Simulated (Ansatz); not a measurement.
Ansatz input file:

```yaml
crystal:
  lattice:
    - [2.7531875922, 0.0, 0.0]
    - [0.0, 2.7531875922, 0.0]
    - [0.0, 0.0, 3.9820182692]
  atoms:
    - { symbol: Ti, position: [0.0, 0.0, 0.0] }
    - { symbol: Al, position: [0.5, 0.5, 0.5] }
basis:
  ecutwfc: 500
kpoints:
  mp_grid: { grid: [14, 14, 10] }
hamiltonian:
  xc: r2scan
scf:
  occupations: { method: gaussian, width: 0.1 }
output:
  forces: true
  stress: true
  eigenvalues: true
  write_density: true
  write_potential: true
  elf: true
  volumetric_format: npy
relax:
  adjacent_minimum: "off"
  f_tol: 0.01
  max_steps: 30
  cell: { stress_tol: 0.1, fix: [volume] }
```

Command:
```bash
ansatz run input.yaml --threads 1 --pin off --max-ram 2560MiB --backend cpu --events-out ev --progress --plain --runs-dir out
```

The calculation used Ansatz 0.2.0, DFT r2SCAN, scalar-relativistic, plane waves, PAW.

Part of what the program printed, abridged:

```
Pseudopotentials: kind: paw
Pseudopotential: Ti, paw, valence charge 12, recommended cutoff 500 eV (meta_gga)
Pseudopotential: Al, paw, valence charge 3, recommended cutoff 500 eV (meta_gga)
Functional definition: r2SCAN
Crystal: 2 atoms, lattice volume = 30.184 Å³
Basis set: ecut = 500 eV, 751 PW (Γ), exchange–correlation on 96×96×120 points (64 copies of the dense FFT grid, shifted against one another)
Bands: 12, of which v1, the nominal top of the filled ones, is band 8 counted from 1 (7 counted from 0)
Symmetry: 16 space group operations
Space group: P4/mmm (ITA 123), of the structure as read, at distance tolerance 3.1e-5 Å
k-points: 216 of 1960
Initial density: superposition of atomic densities (neutral atoms: chi_scale 0, normalization atom), corrected by the library's trained network
Initial wavefunctions: pseudopotential atomic-orbital guess
Functional: x = r2scan, c = r2scan; τ floored in thin density (d = 2e-4 eV/Å³)
SCF iter   1: F=—  HF=-3045.602445 eV  |F-HF|=—  |Δ(HF+E_count)|=         —  Δρ=1.13e-2  dr2=2.98e-2  dr2_τ=2.23e-2  ethr=1.77e-3  ⟨swp⟩=4.9  Hψ=13160  notcnv=0
SCF iter   2: F=—  HF=-3045.640055 eV  |F-HF|=—  |Δ(HF+E_count)|=   3.76e-2  Δρ=4.23e-3  dr2=3.70e-3  dr2_τ=4.56e-4  ethr=1.98e-4  ⟨swp⟩=2.1  Hψ=6474  notcnv=0  defer=53
SCF iter   3: F=—  HF=-3045.640475 eV  |F-HF|=—  |Δ(HF+E_count)|=   4.20e-4  Δρ=2.00e-3  dr2=1.25e-3  dr2_τ=4.68e-5  ethr=2.47e-5  ⟨swp⟩=2.1  Hψ=3277  notcnv=0  defer=53
SCF iter   4: F=—  HF=-3045.640595 eV  |F-HF|=—  |Δ(HF+E_count)|=   1.20e-4  Δρ=8.95e-4  dr2=2.07e-4  dr2_τ=2.14e-5  ethr=8.34e-6  ⟨swp⟩=2.6  Hψ=3720  notcnv=0  defer=53
SCF iter   5: F=—  HF=-3045.640622 eV  |F-HF|=—  |Δ(HF+E_count)|=   2.77e-5  Δρ=2.60e-4  dr2=1.14e-5  dr2_τ=8.30e-7  ethr=1.38e-6  ⟨swp⟩=2.1  Hψ=3054  notcnv=0  defer=53
SCF iter   6: F=—  HF=-3045.640626 eV  |F-HF|=—  |Δ(HF+E_count)|=   3.85e-6  Δρ=2.81e-5  dr2=8.69e-8  dr2_τ=6.60e-9  ethr=6.67e-10  ⟨swp⟩=6.8  Hψ=15181  notcnv=0
SCF iter   7: F=-3045.640626 eV  HF=-3045.640626 eV  |F-HF|=1.29e-10  |Δ(HF+E_count)|=   8.74e-8  Δρ=2.18e-6  dr2=1.05e-9  dr2_τ=1.72e-10  ethr=5.79e-10  ⟨swp⟩=4.9  Hψ=13158  notcnv=0
SCF 1 converged in 7 iterations: F = -3045.640626 eV  dr2 = 1.05e-9
relax step   1: F+E_penalty+E_count = -3045.64062620 eV  Δ(F+E_penalty+E_count) = +0.000e0 eV  max|allowed force component| = 1.775e-30 eV/Å  Δτ_max = 0.0000 Å  P = +8.435 GPa  Ω = 30.184 Å³  fix = [volume]  reactions: volume +8.435 GPa (7 SCF iters, dr2 threshold 1.00e-7 eV, accepted)
Initial density: handed on by an earlier stage of this run
Initial wavefunctions: pseudopotential atomic-orbital guess (no wavefunctions were taken with the density)
SCF iter   1: F=—  HF=-3045.640626 eV  |F-HF|=—  |Δ(HF+E_count)|=         —  Δρ=2.19e-6  dr2=1.06e-9  dr2_τ=1.75e-10  ethr=5.26e-9  ⟨swp⟩=2.9  Hψ=20519  notcnv=0
SCF iter   2: F=—  HF=-3045.640626 eV  |F-HF|=—  |Δ(HF+E_count)|=  1.79e-10  Δρ=1.43e-6  dr2=5.19e-10  dr2_τ=2.32e-11  ethr=7.07e-12  ⟨swp⟩=2.5  Hψ=4036  notcnv=0
SCF iter   3: F=—  HF=-3045.640626 eV  |F-HF|=—  |Δ(HF+E_count)|=  5.91e-12  Δρ=8.84e-7  dr2=1.91e-10  dr2_τ=1.01e-11  ethr=3.46e-12  ⟨swp⟩=2.6  Hψ=3937  notcnv=0
SCF iter   4: F=-3045.640626 eV  HF=-3045.640626 eV  |F-HF|=1.82e-12  |Δ(HF+E_count)|=  2.77e-11  Δρ=4.05e-7  dr2=3.31e-11  dr2_τ=8.46e-13  ethr=1.00e-12  ⟨swp⟩=3.9  Hψ=9893  notcnv=0
SCF 2 converged in 4 iterations: F = -3045.640626 eV  dr2 = 3.31e-11
SCF converged after 4 iterations
Free energy (F): -3045.640626 eV
Harris-Foulkes:  -3045.640626 eV  (|F-HF|=1.82e-12)
Internal energy: -3045.633578 eV  (E = F + TS)
E sigma→0 (E₀):  -3045.637102 eV
Entropy (-TS):   -0.007048 eV (-3.524 meV/atom)
Fermi energy:    11.955416 eV
--- Per-component energies (eV) ---
  E_band       = -163.656677
  E_kinetic    = 299.953584
  E_local      = -1039.456462  (includes V_loc(G=0)·N_el)
  E_nonlocal   = 18.263846
  E_hartree    = 449.213466
  E_xc         = -131.320539
  E_vxc        = -166.242518  (∫ρ·V_xc dr)
  E_paw        = -1530.967160  (= ΣΔE_a)
  E_vpaw       = -185.003740  (= ΣTr[D̂ρ^β])
  E_aug_tail   = 0.000097  (compensation charges beyond the density's cutoff)
  E_vtau       = 10.401734  (kinetic-family band-sum trace: ∫τ·v_τ [+ j·A + Jᵃ·Aᵃ] dr)
  E_ewald      = -1111.006845
  E_core_change = -0.313565  (= ΣΔE_core)
  E_smearing   = -0.007048  (= −TS)
--- Forces (eV/Å), atoms counted from 1 ---
  atom   1  Ti     0.00000000     0.00000000     0.00000000
  atom   2  Al     0.00000000     0.00000000     0.00000000
--- Stress (GPa, compression-positive) ---
        8.432442       0.000000       0.000000
        0.000000       8.432442       0.000000
        0.000000       0.000000       8.441429
  P = ⅓ Tr σ = 8.4354 GPa (84.354 kbar)
--- Band table (eV; the first three rows and the last of 216) ---
  k-point 0: bands = ["-46.8717", "-22.2397", "-21.7024", "-21.7024", "2.0122", "9.8262", "10.8880", "11.5063", "14.5092", "14.5092", "15.9461", "19.0371"]
  k-point 1: bands = ["-46.8716", "-22.2423", "-21.7023", "-21.7023", "2.1150", "9.3705", "10.9061", "11.7614", "14.4673", "14.4673", "15.9475", "19.3161"]
  k-point 2: bands = ["-46.8714", "-22.2489", "-21.7021", "-21.7021", "2.4138", "8.4413", "10.9544", "12.1620", "14.3624", "14.3624", "15.9514", "20.0390"]
  k-point 215: bands = ["-46.7098", "-22.2408", "-22.2408", "-22.1016", "9.1156", "9.3892", "9.3892", "14.5282", "14.5311", "14.6462", "16.5556", "16.5556"]
--- Relaxed structure (1 steps of the walk, 1 accepted, 1 SCFs on fresh bases) ---
  F+E_penalty+E_count = -3045.64062620 eV   max|allowed force component| = 1.972e-31 eV/Å   (the final SCF, on the basis selected at the relaxed cell)
  cell:  # Å, volume = 30.1839 Å³
    - [2.7531875922, 0.0, 0.0]
    - [0.0, 2.7531875922, 0.0]
    - [0.0, 0.0, 3.9820182692]
  atoms:
    - { symbol: Ti, position: [0.0, 0.0, 0.0] }
    - { symbol: Al, position: [0.50000000, 0.50000000, 0.5] }
```

The relaxation met its thresholds.

The run took 12 s on 1 thread of Intel(R) Xeon(R) 6975P-C (Granite Rapids), with other jobs on the host, peak memory 0.54 GiB.